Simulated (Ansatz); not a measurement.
Polymorphs of BaO, each relaxed with LDA (plane waves, PAW; program Ansatz):

A: rock salt (Fm-3m)
a = 5.4340 Å, b = 5.4340 Å, c = 5.4340 Å, α = 90.00°, β = 90.00°, γ = 90.00°

| atom | site | symmetry | x | y | z |
|---|---|---|---|---|---|
| Ba | 4a | m-3m | 0.0000 | 0.0000 | 0.0000 |
| O | 4b | m-3m | 0.5000 | 0.5000 | 0.5000 |

B: NiAs type (P6_3/mmc)
a = b = 3.7032 Å, c = 6.4721 Å, α = β = 90.00°, γ = 120.00°

| atom | site | symmetry | x | y | z |
|---|---|---|---|---|---|
| Ba | 2c | -6m2 | 0.3333 | 0.6667 | 0.2500 |
| O | 2a | -3m. | 0.0000 | 0.0000 | 0.0000 |

### Question
Put the candidates in order of energy per atom at 0 K, lowest first, for LDA.

### Answer
B (+0 meV/atom), A (+9 meV/atom)

### Question
Give each one's gap.

### Answer
A 1.68 eV; B 2.37 eV.

Not the usual ambient phase: B. All cells were relaxed under the symmetry of their starts (and spin orders); stability against distortions was not tested throughout. Scalar-relativistic: spin–orbit coupling is off unless named, which matters more the heavier the elements.

Energies hold the estimated change up to a 700 eV cutoff; steps of a few meV lie near the error of the meshes.

Potentials: the later of the program's two PAW sets.
